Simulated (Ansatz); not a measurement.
ScPt3 (Cu3Au type)

```
ScPt3
1.0
    7.84478     0.00000     0.00000
    0.00000     3.92239     0.00000
    0.00000     0.00000     3.92239
Sc Pt
2 6
Direct
  0.00000   0.00000   0.00000
  0.50000   0.00000   0.00000
  0.25000   0.50000   0.00000
  0.75000   0.50000   0.00000
  0.00000   0.50000   0.50000
  0.50000   0.50000   0.50000
  0.25000   0.00000   0.50000
  0.75000   0.00000   0.50000
```

A phonon eigenvector at X = (0.5, 0.0, 0.0) is frozen into this cell: atom i moves by Q times the vector below, so Q is the largest atomic displacement, in Å. The cell is held. (q is in reciprocal vectors of the primitive cell; the cell shown is doubled to hold the pattern.)

| atom | x | y | z |
|---|---|---|---|
| Pt3 | 1.000 | 0.000 | 0.000 |
| Pt4 | -1.000 | 0.000 | 0.000 |
| Pt7 | -1.000 | 0.000 | 0.000 |
| Pt8 | 1.000 | 0.000 | 0.000 |

Atoms not listed stay in place.

The numbers are results of LDA (plane waves to 420 eV, PAW, scalar-relativistic; Ansatz, an electronic-structure program), not measurements. k mesh 6×12×12 (Γ-centred), Fermi-Dirac smearing 0.05 eV. Energies are smeared free energies. Compression counts positive. With partly filled bands, energies and forces of such displacements shift with the k mesh and the smearing. ScPt3 is run without spin polarisation. ScPt3 was relaxed with its symmetry unable to fall. Spin-orbit coupling is left out, though Pt is heavy. ΔE is measured from the undisplaced structure.

```
Q (Å)   ΔE (eV/cell)  P (GPa)  −dE/dQ from forces (eV/Å)
------  ------------  -------  -------------------------
-0.180             ?      4.1                      7.665
-0.150         0.449      2.8                      6.204
-0.120         0.284      1.8                      4.833
-0.090             ?      1.0                      3.554
-0.060         0.070      0.4                      2.345
-0.030             ?      0.1                      1.169
0.000          0.000      0.0                      0.000
0.030              ?      0.1                     -1.169
0.060          0.070      0.4                     -2.345
0.090              ?      1.0                     -3.554
0.120          0.284      1.8                     -4.833
0.150          0.449      2.8                     -6.204
0.180              ?      4.1                     -7.665
```

Question: Some entries are withheld; supply them.

Answer: 
- -0.180, ΔE (eV/cell): 0.657
- -0.090, ΔE (eV/cell): 0.159
- -0.030, ΔE (eV/cell): 0.018
- 0.030, ΔE (eV/cell): 0.018
- 0.090, ΔE (eV/cell): 0.159
- 0.180, ΔE (eV/cell): 0.657

(A displaced cell: forces are minus the slopes of the energy, force constants its curvatures, and phonons follow from these.)
